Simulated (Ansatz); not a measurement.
Computed with Ansatz 0.2.0, DFT PBE, scalar-relativistic, plane waves, PAW. Settings: cutoff 420 eV, Γ-centred meshes spaced at most about 0.3 Å⁻¹, and about 0.25 Å⁻¹ or finer for metals (2π included), Gaussian smearing. No spin polarisation in the final relaxations.

All energies are static (0 K, no zero-point motion).

Two relaxed structures of BiTe₅:

A.

Space group P4/mmm (No. 123). a = 7.285 Å, b = 7.285 Å, c = 5.894 Å, α = 90.00°, β = 90.00°, γ = 90.00°
| atom | site | symmetry | x | y | z |
| --- | --- | --- | --- | --- | --- |
| Bi | 1d | 4/mmm | 0.5000 | 0.5000 | 0.5000 |
| Te | 4l | m2m. | 0.7280 | 0.0000 | 0.0000 |
| Te | 1c | 4/mmm | 0.5000 | 0.5000 | 0.0000 |

B.

Space group P4/mmm (No. 123). a = 3.902 Å, b = 3.902 Å, c = 11.600 Å, α = 90.00°, β = 90.00°, γ = 90.00°
```
atom  site  symmetry       x       y       z
  Bi    1c     4/mmm  0.5000  0.5000  0.0000
  Te    2h       4mm  0.5000  0.5000  0.3439
  Te    2g       4mm  0.0000  0.0000  0.1620
  Te    1b     4/mmm  0.0000  0.0000  0.5000
```

**Question.** Which would you expect to be lower, and how large is the difference?

**Answer.** B is lower, by 206 meV/atom. A has space group P4/mmm (No. 123), 52.1 Å³/atom and no gap on its mesh; B has Bi and Te ordered on bcc sites, space group P4/mmm (No. 123), 29.4 Å³/atom and no gap. Counting Te atoms around Bi (those within 1.25 times the shortest such distance or 1.15 times the sum of covalent radii; a plus sign parts nearer from farther groups), A has Bi 2 and B has Bi 8+2. A holds Te–Te units of three or more atoms (shortest 2.80 Å); in B the shortest Te–Te distance is 3.30 Å, near bonding range too. Even the lower one lies +0.23 eV/atom against the reference forms of the elements (uncorrected), so neither is stable at this level. Both come from invented guesses. A third cell relaxed alike, in P-62m, lies 100 meV/atom below the lower of the two.

Weakly bound directions are ill-defined at this level, which has no dispersion term (P4/mmm at 52.1 Å³/atom), and this can change margins and order among such cells. Spin–orbit coupling, which can matter for Bi and Te, is left out. In P4/mmm at 52.1 Å³/atom, P4/mmm at 29.4 Å³/atom an odd number of electrons in the primitive cell allows no gap without spin; a larger cell or a magnetic state could open one. A magnetic state wasn't ruled out in cells without spin, among them P4/mmm at 52.1 Å³/atom, P4/mmm at 29.4 Å³/atom. Cells relaxed within their symmetry can be saddle points.
